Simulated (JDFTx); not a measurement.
System: MgB2(1 0 -1 0) (P6/mmm bulk; lattice of mp-763, not re-optimised at this level), 1x1 cell of 10 atoms in 10 planes (Mg outermost, slab composition Mg4B6), area 10.78 Å² a face, 8.0 Å between the outermost planes in a cell 24.0 Å high; k mesh 8×6×1, Fermi width 0.01 Ha, no spin polarisation. Whether this polymorph is the ambient one wasn't checked.

All numbers are PBE, GBRV ultrasoft potentials, plane waves to 20/100 Ha results from a modified build of JDFTx, not measurements. Liquid: CANDLE, water, 1 M KF. Between zero charge and 0.14 V from it the run gives σ = 4.8 μC/cm², a mean capacitance of 33.5 μF/cm². The liquid has ε = 78.4, a 1:1 salt at 1 M with linear (Debye) response, and T = 298 K.

Worked example: the Debye length, the diffuse-layer capacitance, and the inner capacitance that is left when the two stand in series.

Each ion has density c = 1 × 6.022×10⁻⁴ = 6.022e-04 Å⁻³. λ² = ε kT / (8π (e²/4πε₀) c) with kT = 0.02568 eV and e²/4πε₀ = 14.40 eV Å gives λ = 3.04 Å; the log prints 3.04 Å. C_diffuse = ε₀ε/λ = 228 μF/cm². Then 1/C_inner = 1/33.5 − 1/228, so C_inner = 39.3 μF/cm², which equals a vacuum gap of ε₀/C_inner = 0.23 Å. The diffuse layer takes 15 % of the potential drop; the rest lies between the electrode's charge and the onset of the dielectric, with the electrode's own (quantum) capacitance in it. The split is a model: in the calculation solvent and ions share one smooth cavity.
